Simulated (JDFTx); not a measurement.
An input for a modified build of JDFTx (Al(100), linear PCM (GLSSA13), water, 1 M NaF; bohr, hartree) and the course of its log:

```
lattice \
  5.3969723774 0.0000000000 0.0000000000 \
  0.0000000000 5.3969723774 0.0000000000 \
  0.0000000000 0.0000000000 60.8491812129
coords-type Lattice
ion Al 0.0000000000 0.0000000000 -0.2508652170 0
ion Al 0.5000000000 0.5000000000 -0.1881489130 0
ion Al 0.0000000000 0.0000000000 -0.1254326090 0
ion Al 0.5000000000 0.5000000000 -0.0627163040 0
ion Al 0.0000000000 0.0000000000 0.0000000000 0
ion Al 0.5000000000 0.5000000000 0.0627163040 0
ion Al 0.0000000000 0.0000000000 0.1254326090 0
ion Al 0.5000000000 0.5000000000 0.1881489130 0
ion Al 0.0000000000 0.0000000000 0.2508652170 0
ion-species pseudo/al_pbe_v1.upf
elec-cutoff 20 100
elec-ex-corr gga-PBE
coulomb-interaction Slab 001
coulomb-truncation-embed 0 0 0
kpoint-folding 8 8 1
elec-smearing Fermi 0.01
elec-n-bands 26
electronic-scf nIterations 100 energyDiffThreshold 1e-08
fluid LinearPCM
pcm-variant GLSSA13
fluid-solvent H2O
fluid-cation Na+ 1
fluid-anion F- 1
fluid-minimize nIterations 400 knormThreshold 1e-11
wavefunction read vac.wfns
elec-initial-eigenvals vac.eigenvals
dump-name f0.$VAR
dump End State Ecomponents EigStats BandEigs Forces ElecDensity IonicPositions Fillings Kpoints Dtot FluidDebug BoundCharge FluidDensity
```

```
[one cycle in 5 is shown, and the last three; fluid-solver lines are left out]
	FillingsUpdate:  mu: -0.148761445  nElectrons: 27.000000
SCF: Cycle:  0   F: -18.895251948758748   dF: -3.525e-06   |Residual|: 5.125e-04   |deigs|: 2.402e-04
	FillingsUpdate:  mu: -0.148352374  nElectrons: 27.000000
SCF: Cycle:  5   F: -18.895257696301186   dF: +1.362e-07   |Residual|: 5.959e-05   |deigs|: 5.794e-04
	FillingsUpdate:  mu: -0.148348611  nElectrons: 27.000000
SCF: Cycle: 10   F: -18.895258197598586   dF: -6.750e-08   |Residual|: 7.211e-06   |deigs|: 2.828e-05
	FillingsUpdate:  mu: -0.148369445  nElectrons: 27.000000
SCF: Cycle: 15   F: -18.895258069836018   dF: +9.063e-08   |Residual|: 2.541e-05   |deigs|: 5.350e-04
	FillingsUpdate:  mu: -0.148328029  nElectrons: 27.000000
SCF: Cycle: 20   F: -18.895258171102821   dF: -1.353e-07   |Residual|: 2.377e-05   |deigs|: 4.348e-05
	FillingsUpdate:  mu: -0.148352353  nElectrons: 27.000000
SCF: Cycle: 25   F: -18.895257439812720   dF: +1.710e-07   |Residual|: 6.796e-05   |deigs|: 1.601e-05
	FillingsUpdate:  mu: -0.148341582  nElectrons: 27.000000
SCF: Cycle: 30   F: -18.895257931776687   dF: -9.075e-07   |Residual|: 4.331e-05   |deigs|: 1.721e-05
	FillingsUpdate:  mu: -0.148354332  nElectrons: 27.000000
SCF: Cycle: 35   F: -18.895257989163703   dF: -4.466e-09   |Residual|: 4.037e-05   |deigs|: 1.002e-05
	FillingsUpdate:  mu: -0.148348284  nElectrons: 27.000000
SCF: Cycle: 40   F: -18.895258187065100   dF: -1.325e-07   |Residual|: 1.237e-05   |deigs|: 5.254e-05
	FillingsUpdate:  mu: -0.148343505  nElectrons: 27.000000
SCF: Cycle: 45   F: -18.895258198077784   dF: -3.683e-07   |Residual|: 9.873e-06   |deigs|: 4.924e-05
	FillingsUpdate:  mu: -0.148355663  nElectrons: 27.000000
SCF: Cycle: 50   F: -18.895258169962474   dF: +2.681e-08   |Residual|: 1.811e-05   |deigs|: 7.901e-06
	FillingsUpdate:  mu: -0.148330458  nElectrons: 27.000000
SCF: Cycle: 55   F: -18.895258186563240   dF: -3.462e-08   |Residual|: 1.268e-05   |deigs|: 3.946e-05
	FillingsUpdate:  mu: -0.148373626  nElectrons: 27.000000
SCF: Cycle: 60   F: -18.895257933079183   dF: +2.631e-07   |Residual|: 3.685e-05   |deigs|: 2.674e-05
	FillingsUpdate:  mu: -0.148353190  nElectrons: 27.000000
SCF: Cycle: 65   F: -18.895258196860510   dF: -4.908e-08   |Residual|: 1.052e-05   |deigs|: 1.556e-05
	FillingsUpdate:  mu: -0.148338816  nElectrons: 27.000000
SCF: Cycle: 70   F: -18.895258171112598   dF: -1.629e-06   |Residual|: 1.443e-05   |deigs|: 4.921e-05
	FillingsUpdate:  mu: -0.148356038  nElectrons: 27.000000
SCF: Cycle: 75   F: -18.895258201805461   dF: -3.051e-08   |Residual|: 6.498e-06   |deigs|: 1.846e-05
	FillingsUpdate:  mu: -0.148362121  nElectrons: 27.000000
SCF: Cycle: 80   F: -18.895258193941295   dF: -1.564e-08   |Residual|: 1.126e-05   |deigs|: 3.730e-05
	FillingsUpdate:  mu: -0.148339922  nElectrons: 27.000000
SCF: Cycle: 85   F: -18.895258163771466   dF: -5.544e-07   |Residual|: 1.421e-05   |deigs|: 1.262e-05
	FillingsUpdate:  mu: -0.148311403  nElectrons: 27.000000
SCF: Cycle: 90   F: -18.895257646427964   dF: +5.492e-07   |Residual|: 5.337e-05   |deigs|: 5.117e-05
	FillingsUpdate:  mu: -0.148337156  nElectrons: 27.000000
SCF: Cycle: 95   F: -18.895258118615271   dF: -1.033e-06   |Residual|: 2.680e-05   |deigs|: 7.613e-05
	FillingsUpdate:  mu: -0.148290288  nElectrons: 27.000000
SCF: Cycle: 97   F: -18.895256682576914   dF: +1.516e-06   |Residual|: 8.620e-05   |deigs|: 8.317e-05
	FillingsUpdate:  mu: -0.148340894  nElectrons: 27.000000
SCF: Cycle: 98   F: -18.895258163366655   dF: -1.481e-06   |Residual|: 1.717e-05   |deigs|: 5.093e-05
	FillingsUpdate:  mu: -0.148359223  nElectrons: 27.000000
SCF: Cycle: 99   F: -18.895258195283663   dF: -3.192e-08   |Residual|: 1.290e-05   |deigs|: 1.846e-05
SCF: None of the convergence criteria satisfied after 100 iterations.
IonicMinimize: Iter:   0  F: -18.895258195283663  |grad|_K:  0.000e+00
IonicMinimize: Converged (|grad|_K<1.000000e-04).
```

This run gave no converged result. The loop ran out of cycles short of its threshold. It has stalled and not diverged: the last ten energies span 2e-06 Ha, so the total is near its end, but levels, forces and charges aren't shown converged.
